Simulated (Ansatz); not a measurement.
GePt:
```
GePt
1.0
    3.15866     0.00000     0.00000
    0.00000     3.15866     0.00000
    0.00000     0.00000     3.15866
Pt Ge
1 1
Direct
  0.00000   0.00000   0.00000
  0.50000   0.50000   0.50000
```

Relaxed with r²SCAN. Special points in fractions of this cell's reciprocal vectors: Γ (0.000, 0.000, 0.000); X (0.000, 0.500, 0.000); M (0.500, 0.500, 0.000); R (0.500, 0.500, 0.500).

List the band energies nearest the Fermi level at these points for DFT-r²SCAN in the program Ansatz with PAW potentials.

In eV from the Fermi level; about four levels below and three above (degenerate sets whole), none deeper than 8.9 eV; points with the same levels are listed once.

| k | below | above |
|---|---|---|
| Γ | -5.19 -5.19 -2.49 -2.49 -2.49 | 1.85 1.85 1.85 |
| X | -4.21 -4.21 -2.38 -1.14 | 7.10 7.10 7.90 |
| M | -4.31 -4.31 -3.42 -3.42 -1.45 | 0.10 1.12 5.26 |
| R | -6.83 -6.83 -6.83 -5.55 -1.38 -1.38 | 2.62 2.62 2.62 |

Space group Pm-3m (CsCl type). A made-up cell: these elements were put on the sites of a structure type; neither database checked (COD, Materials Project) lists it. COD files the formula under space group No. 62. Its standing as an ambient phase is unchecked. The r²SCAN relaxation kept the symmetry of its start; its stability against distortions is not shown here. No spin polarisation was allowed. Spin–orbit coupling is left out wherever it is not named.

Potentials: the earlier of the program's two PAW sets.
